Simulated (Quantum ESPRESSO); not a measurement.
pw.x input (Quantum ESPRESSO 7.5; PBEsol, PseudoDojo standard norm-conserving files, scalar-relativistic):

```
&CONTROL
  calculation = 'scf'
  pseudo_dir = './pseudo'
  outdir = './out'
  tprnfor = .true.
  tstress = .true.
/
&SYSTEM
  ibrav = 0
  nat = 6
  ntyp = 3
  ecutwfc = 72.0
  ecutrho = 288.0
  occupations = 'smearing'
  smearing = 'fd'
  degauss = 0.002
  nbnd = 22
/
&ELECTRONS
  conv_thr = 6e-10
/
ATOMIC_SPECIES
H 1.0080 H.upf
Cl 35.4500 Cl.upf
Ca 40.0780 Ca.upf
CELL_PARAMETERS angstrom
  3.816680000000   0.000000000000   0.000000000000
  0.000000000000   3.816680000000   0.000000000000
  0.000000000000   0.000000000000   6.902810000000
ATOMIC_POSITIONS crystal
H   0.500000000000   0.500000000000   0.000000000000
H   0.000000000000   0.000000000000   0.000000000000
Cl   0.500000000000   0.000000000000   0.652840000000
Cl   0.000000000000   0.500000000000   0.347160000000
Ca   0.000000000000   0.500000000000   0.807920000000
Ca   0.500000000000   0.000000000000   0.192080000000
K_POINTS automatic
8 8 4 0 0 0
```

End of the output:

```

[...]
     the Fermi energy is     6.5941 ev
!    total energy              =    -222.98746690 Ry
     estimated scf accuracy    <          1.1E-10 Ry
     smearing contrib. (-TS)   =       0.00000000 Ry
     internal energy E=F+TS    =    -222.98746690 Ry
     The total energy is F=E-TS. E is the sum of the following terms:
     one-electron contribution =     -58.24133285 Ry
     hartree contribution      =      40.64417585 Ry
     xc contribution           =     -48.38521193 Ry
     ewald contribution        =    -157.00509797 Ry
     convergence has been achieved in   9 iterations
     Forces acting on atoms (cartesian axes, Ry/au):
     atom    1 type  1   force =     0.00000000    0.00000000    0.00000000
     atom    2 type  1   force =     0.00000000    0.00000000    0.00000000
     atom    3 type  2   force =     0.00000000    0.00000000    0.00205571
     atom    4 type  2   force =     0.00000000    0.00000000   -0.00205571
     atom    5 type  3   force =     0.00000000    0.00000000    0.00028450
     atom    6 type  3   force =     0.00000000    0.00000000   -0.00028450
     Total force =     0.002935     Total SCF correction =     0.000038
     Computing stress (Cartesian axis) and pressure
          total   stress  (Ry/bohr**3)                   (kbar)     P=      -19.84
  -0.00014018   0.00000000   0.00000000          -20.62        0.00        0.00
   0.00000000  -0.00014018   0.00000000            0.00      -20.62        0.00
   0.00000000   0.00000000  -0.00012417            0.00        0.00      -18.27
```
In a gapped system the printed Fermi energy is only some level inside the gap.

Geometry of the Materials Project entry, not relaxed at this level.
